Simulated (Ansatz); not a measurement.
A distorted cell of Al$_{2}$Cu (Al2Cu type, space group I4/mcm):

```
Al2Cu
1.0
   -3.02971     3.02971     2.43697
    3.02971    -3.02971     2.43697
    3.02971     3.02971    -2.43697
Al Cu
4 2
Direct
  0.65828   0.15828   0.81655
  0.96975   0.78630   0.50000
  0.15828   0.34172   0.50000
  0.34172   0.84172   0.18345
  0.25000   0.25000   0.00000
  0.75000   0.75000   0.00000
```

All values below come from PBE (plane waves to 420 eV, PAW, scalar-relativistic; Ansatz, an electronic-structure program). k mesh 10×10×10 (Γ-centred), Fermi-Dirac smearing 0.05 eV. The energy includes the smearing's −TS. Compression counts positive. With partly filled bands, energies and forces of such displacements shift with the k mesh and the smearing. Al2Cu is run without spin polarisation. Al2Cu was relaxed with its symmetry unable to fall. The PAW data are Ansatz's earlier set.

**Question.** Predict the force on every atom, in eV/Å.

**Answer.** 
| atom | Fx | Fy | Fz |
|---|---|---|---|
| Al1 | 0.012 | 0.456 | 0.401 |
| Al2 | -0.774 | 0.774 | -3.107 |
| Al3 | 0.899 | -0.899 | 1.480 |
| Al4 | -0.456 | -0.012 | 0.401 |
| Cu5 | 0.554 | 0.236 | 0.412 |
| Cu6 | -0.236 | -0.554 | 0.412 |

**Question.** Give the stress tensor in GPa and the pressure.

**Answer.** 
```
    4.3      0.2      2.9
    0.2      4.3     -2.9
    2.9     -2.9      5.6
```
The pressure, a third of the trace, is 4.7 GPa.

**Question.** In it atom 2 sits (0.000, 0.000, 0.624) Å away from its relaxed site. What is its energy relative to the relaxed cell?

**Answer.** 873 meV/cell.

(For displaced atoms, the force is minus the slope of the energy, and its curvature is a force constant, which sets phonon frequencies.)
